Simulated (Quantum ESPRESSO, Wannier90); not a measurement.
## Wannierisation of Nb (bcc (W type))

```
begin unit_cell_cart
ang
   -1.6588150000    1.6588150000    1.6588150000
    1.6588150000   -1.6588150000    1.6588150000
    1.6588150000    1.6588150000   -1.6588150000
end unit_cell_cart
begin atoms_frac
Nb   0.0000000000  0.0000000000  0.0000000000
end atoms_frac
```

Cell from Materials Project (mp-75), symmetrised, no further relaxation. This is the element's usual structure. Level: PBEsol, no spin polarisation, no spin-orbit coupling; pw.x of Quantum ESPRESSO at 66 Ry with PseudoDojo potentials, 10×10×10 k-points, Wannier90. Density: 18×18×18 mesh, cold smearing 0.01 Ry.

A tight-binding model is made by disentanglement and projection with no localisation steps (num_iter = 0), so the 9 orbitals stay atom-like: hydrogen-like Nb: s;p;d, axes along x, y, z; frozen window up to 1.50 eV relative to the Fermi level. It follows pw.x to 7.3 meV rms for states up to 1.0 eV relative to the Fermi level. Matrix elements depend on this choice of orbitals and windows.

Q: What are the on-site energies relative to the Fermi level, and how fast do the hoppings decay?

A: 
```json
[
 {"atom": "Nb1", "orbitals": "s", "energy (eV)": "8.08"},
 {"atom": "Nb1", "orbitals": "pz px py", "energy (eV)": "13.75"},
 {"atom": "Nb1", "orbitals": "dz2 dx2-y2", "energy (eV)": "1.83"},
 {"atom": "Nb1", "orbitals": "dxz dyz dxy", "energy (eV)": "2.17"}
]
```

```
distance of the centres (Å)  largest modulus (eV)
---------------------------  --------------------
2–3                                           1.2
3–4                                           2.5
4–5                                          0.14
5–6                                          0.33
6–7                                          0.13
7–8                                         0.034
8–9                                         0.030
9–10                                        0.031
10–11                                      0.0044
```
